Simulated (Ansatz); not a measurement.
Fields on a plane of SnO2 (rutile)

```yaml
crystal:
  lattice:
    - [4.75991, 0.00000, 0.00000]
    - [0.00000, 4.75991, 0.00000]
    - [0.00000, 0.00000, 3.20075]
  atoms:
    - { symbol: Sn, position: [0.00000, 0.00000, 0.00000] }
    - { symbol: Sn, position: [0.50000, 0.50000, 0.50000] }
    - { symbol: O, position: [0.30591, 0.30591, 0.00000] }
    - { symbol: O, position: [0.80591, 0.19409, 0.50000] }
    - { symbol: O, position: [0.19409, 0.80591, 0.50000] }
    - { symbol: O, position: [0.69409, 0.69409, 0.00000] }
```

The slice is a (-1 1 0) plane (indices of the conventional cell) through the point (0.306, 0.306, 0.000) (fractional), spanned by u = [001] and v = [110] in vectors of this cell: u (3.20 Å) and v (6.73 Å, at 90° to u). It covers one period; positions are fractions (u, v).

Atoms on it: Sn at (0.00, 0.69); Sn at (0.50, 0.19); O at (0.00, 0.00); O at (0.00, 0.39).

The numbers are results of r2SCAN (plane waves to 500 eV, PAW, scalar-relativistic; Ansatz, a quantum-chemistry and plane-wave program), not measurements. k mesh 7×7×10. Inside the PAW spheres the values are not all-electron values, and peaks at nuclei hang on which shells count as valence. SnO2 was relaxed with its symmetry unable to fall.

```
|++##%%==..            ..==%%##|
|@@@@**::..            ..::**@@|
|**++--..                ..--++|
|::::..                    ..::|
|                              |
|                              |
|                              |
|                              |
|                              |
|                              |
|                              |
|                              |
|                              |
|                              |
|....                        ..|
|----::..                ..::--|
|%%##==::                ::==##|
|@@@@##--..            ..--##@@|
|::**%%==..            ..==%%**|
|..++%%++::            ::++%%++|
|%%@@##==..            ..==##@@|
|%%##++::..            ..::++##|
|==--::..                ..::--|
|....                        ..|
|                              |
|                              |
|                              |
|::....                    ....|
|++++--..                ..--++|
|@@%%**--..            ..--**%%|
|++##%%==..            ..==%%##|
|  ==%%++::            ::++%%==|
```
Scale: ten equal steps from 0.000 (start of ' ') to 0.060 (end of '@'), in the order ' .:-=+*#%@'. Values: density of the highest valence band (whole band, smooth part) in e/Å³. The map has 15 points along u (two characters each, u = 0 at the left) and 32 along v (v = 0 in the bottom row). 

```
|xxxxx%%##%%xxxx|
|xxxx%@@@@@@%xxx|
|xxxx%@@@@@@%xxx|
|xx-+#%@@@@%#+-x|
|    =*%@@%*=   |
|xx   =#%%#=   x|
|xxxx .+##+. xxx|
|xxxx  =**=  xxx|
|xxxxx -++- xxxx|
|xxxxx :++: xxxx|
|xxxxx -**- xxxx|
|xxxx  =**=  xxx|
|xxx  :*##*:  xx|
|x   .+#%%#+.   |
|   -+#%@@%#+-  |
|xxx*%@@@@@@%*xx|
|xxxx%@@@@@@%xxx|
|xxxx%@%%%%@%xxx|
|xxxxx#****#xxxx|
|xxxxx=:..:=xxxx|
|xxxx:      :xxx|
|xxxx  xxxx  xxx|
|xxx  xxxxxx  xx|
|+=. xxxxxxxx .=|
|*=  xxxxxxxx  =|
|*=  xxxxxxxx  =|
|*=  xxxxxxxx  =|
|xx. xxxxxxxx .x|
|xxxx xxxxxx xxx|
|xxxx   xx   xxx|
|xxxxx:    :xxxx|
|xxxxx*=--=*xxxx|
```
Scale: ten equal steps from -3.00 (start of ' ') to 5.90 (end of '@'), in the order ' .:-=+*#%@'. Values: electrostatic potential energy of an electron, from the cell's mean, in eV. The map has 15 points along u (one character each, u = 0 at the left) and 32 along v (v = 0 in the bottom row). Points within 0.9 Å of a nucleus are blanked (x), as the pseudised field means little there. Values under -3 eV are set to -3. The zero, the cell's mean, hangs on the PAW cores.

The density on the Sn–O line (2.06 Å) at its midpoint is 0.65 e/Å³. The ELF at that point is 0.24. Element round which the density of the highest valence band (whole band, smooth part) is largest on this plane: O.
